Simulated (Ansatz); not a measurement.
Ir: from a trial structure to a relaxed crystal

Level of theory: Ansatz, DFT r2SCAN, scalar-relativistic, plane waves, PAW. Cutoff 500 eV, Γ-centred k mesh, Gaussian smearing, no spin polarisation in the final step.

The start puts Ir on the iodine structure type (Cmce, No. 64), at a guessed volume.

```xyz
4
Lattice="2.5637 -1.6944 0.0000 2.5637 1.6944 0.0000 0.0000 0.0000 6.9120" Properties=species:S:1:pos:R:3 pbc="T T T"
Ir    2.5637   -1.1861    0.8087
Ir    2.5637   -0.5083    4.2647
Ir    2.5637    1.1861    6.1033
Ir    2.5637    0.5083    2.6473
```

Steps on the 6×6×4 mesh (4 atoms). 10 of 10 steps are shown, and the free energy counts from the last. Trial steps that were taken back and renewals of the plane-wave basis can be among the rows.

| step | ΔF (meV/atom) | V (Å³/atom) | P (GPa) | largest force component (eV/Å) |
| --- | --- | --- | --- | --- |
| 1 | 3200.0 | 15.01 | 90.05 | 16.637 |
| 2 | 1322.3 | 16.10 | 8.83 | 1.423 |
| 3 | 1047.6 | 15.68 | 5.16 | 1.163 |
| 4 | 761.2 | 15.26 | 2.39 | 1.100 |
| 5 | 474.8 | 14.77 | 2.52 | 1.074 |
| 6 | 212.4 | 14.27 | 5.88 | 0.931 |
| 7 | 14.5 | 14.36 | -3.65 | 0.332 |
| 8 | 1.7 | 14.15 | 1.32 | 0.004 |
| 9 | 1.4 | 14.20 | -0.03 | 0.001 |
| 10 | 0.0 | 14.20 | -0.08 | 0.001 |

A final relaxation ran on a 28×28×28 mesh. The relaxed crystal, Fm-3m (No. 225):

```
Ir
1.0
     0.00000    1.92213    1.92213
     1.92213    0.00000    1.92213
     1.92213    1.92213    0.00000
Ir
1
Direct
  0.50000 0.50000 0.50000
```

```
Volume per atom          : 14.20 Å³
Density                  : 22.47 g/cm³
Gap on the 28×28×28 mesh : 0 eV (a metal)
```

The final run used a 28×28×28 mesh on its 1-atom cell and 0.10 eV smearing. Spin–orbit coupling is left out.

Symmetry constrained the relaxation, so the result can be a saddle point.